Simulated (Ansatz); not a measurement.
InS in space group Pnnm (No. 58; In on 4g, S on 4g) at seven volumes, DFT-PBEsol in the program Ansatz with PAW potentials, shape and atoms relaxed at each. One row is withheld.

```tsv
V (Å³/atom)	P (GPa)
21.009	3.54
21.702	?
22.394	0.85
23.087	0.00
23.779	-0.66
24.472	-1.13
25.165	-1.46
```

Problem. Fit the shown pressures and predict the withheld one.

Solution. P = (3/2)B₀(x^(7/2) − x^(5/2))[1 + (3/4)(B′ − 4)(x − 1)] with x = (V₀/V)^(2/3). Least squares on the six rows gives V₀ = 23.076 Å³/atom, B₀ = 25.2 GPa, B′ = 8.93. At V = 21.702, x = 1.0418 and P = 2.02 GPa. The run itself gave 1.99 GPa.

The first step of the workflow began from a Materials Project structure, measured or hypothetical; the Crystallography Open Database files this formula in space group No. 58, but the cells were not matched. Its standing as an ambient phase is unchecked. The cell was relaxed with PBEsol under the symmetry of its start; whether a distortion lowers the energy is not shown.

Potentials: the later of the program's two PAW sets.
